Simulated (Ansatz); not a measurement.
**From the elastic tensor of Al5Co2Ru3 to moduli and sound speeds**

Method: DFT PBE, scalar-relativistic, plane waves, PAW in Ansatz 0.2.0. Cutoff 420 eV, 12×12×4 k-points (Γ-centred), Fermi-Dirac smearing of 0.15 eV. No spin polarisation.

Space group P4/mmm (No. 123), tetragonal, a = 2.958 Å, c = 14.706 Å. Al on a site of symmetry 4/mmm has 8 Co at 2.51 Å and 6 Al at 2.81–2.96 Å; Al on a site of symmetry 4mm has 4 Co at 2.54 Å, 4 Ru at 2.56 Å and 6 Al at 2.81–3.02 Å; Al on a second site of symmetry 4mm is surrounded by 8 Ru at 2.59–2.60 Å and 6 Al at 2.96–3.05 Å; Co is surrounded by 8 Al at 2.51–2.54 Å, 1 Co at 2.76 Å, 1 Ru at 2.92 Å and 4 Co at 2.96 Å; Ru on a site of symmetry 4mm has 8 Al at 2.56–2.60 Å, 1 Co at 2.92 Å and 5 Ru at 2.96–3.06 Å; Ru on a site of symmetry 4/mmm is surrounded by 8 Al at 2.59 Å and 6 Ru at 2.96–3.06 Å.

It was reached by relaxing an invented guess, and it needn't be the stable form of this composition. In a metal, frequencies and elastic constants depend on the k mesh and the smearing, soft modes and shear constants most.

Relaxed-ion constants (GPa, on the Cartesian axes of the calculation):
```
292.9 136.0 133.3   0.0   0.0   0.0
136.0 292.9 133.3   0.0   0.0   0.0
133.3 133.3 314.9   0.0   0.0   0.0
  0.0   0.0   0.0 123.4   0.0   0.0
  0.0   0.0   0.0   0.0 123.4   0.0
  0.0   0.0   0.0   0.0   0.0 127.9
```

Density 7.174 g/cm³; 10 atoms in 128.70 Å³.

* Bulk modulus, Voigt / Reuss / Hill: 189.5 / 189.4 / 189.4 GPa
* Shear modulus, Voigt / Reuss / Hill: 108.2 / 103.7 / 105.9 GPa
* Young's modulus: 268 GPa
* Poisson ratio: 0.264
* Pugh ratio B/G: 1.79 (over 1.75, the rule of thumb for ductile)
* Universal anisotropy index: 0.21
* Longitudinal and transverse sound speeds: 6790 and 3843 m/s
* Debye temperature from the mean sound speed: 543 K
